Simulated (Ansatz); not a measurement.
## Does this entry for W₃N₄ lie near equilibrium?

The cell is a structure deposited in the COD.

Space group Pm-3m (No. 221); a = 4.1220 Å.

| site | Wyckoff | site symmetry | x | y | z |
| --- | --- | --- | --- | --- | --- |
| W | 3c | 4/mm.m | 0.5000 | 0.5000 | 0.0000 |
| N4 | 1b | m-3m | 0.5000 | 0.5000 | 0.5000 |
| N5 | 3d | 4/mm.m | 0.5000 | 0.0000 | 0.0000 |

One atom of each set is listed.

Computed with Ansatz: DFT, PBE, plane waves and PAW, scalar-relativistic, collinear spin, 420 eV cutoff, Γ-centred 7×7×7 k-points, Fermi–Dirac smearing 0.02 eV. Start moments as typed (μB): 2 on each W, none on the rest.

Task: Do the atoms and the cell lie near the calculated equilibrium?

Result: No. The forces vanish, and the pressure is 27.1 GPa. Such values can come from a cell under pressure, imprecise or misplaced coordinates, missing atoms or a wrong setting of the space group; the run alone doesn't tell which, and gradients calculated on this entry can't be taken for those of the compound at ambient conditions.
